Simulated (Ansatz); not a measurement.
**KB3H8: Coordination and 11B quadrupole coupling**

Cell: a structure deposited in the COD, its atoms then relaxed with PBE in this cell.

Space group Cmcm (No. 63); a = 7.4256, b = 8.0809, c = 8.1959 Å.

```csv
site,Wyckoff,site symmetry,x,y,z
K,4c,m2m,0.5000,0.8345,0.7500
B3,8f,m..,0.5000,0.2194,0.6404
B7,4c,m2m,0.5000,0.4088,0.7500
H9,16h,1,0.3618,0.1589,0.5890
H17,8f,m..,0.5000,0.3626,0.5770
H21,8g,..m,0.8630,0.9901,0.7500
```

One atom of each set is listed; the run and its k-mesh use a cell of 24 atoms with edges of 5.49, 5.49, 8.20 Å.

Level of theory: DFT, PBE, plane waves and PAW, scalar-relativistic, 420 eV cutoff, Γ-centred 5×5×4 k-points, Fermi–Dirac smearing 0.05 eV (Ansatz 0.2.0).

Q(11B) = 40.59 mb.

(1) Order the B environments from the weakest to the strongest quadrupole coupling.
A. B7: 4 H at 1.21–1.47 Å, 2 B at 1.77 Å
B. B3: 3 H at 1.21–1.27 Å, 2 B at 1.77–1.80 Å; also 2 K at 3.23–3.24 Å

## Answers

(1) B (0.974 MHz, η = 0.76), A (2.13 MHz, η = 0.56).

Like point charges on the first shell alone (each adding as 1/d³) would put B3 above B7: the covalent part of each bond and the atoms beyond the first shell count as well.
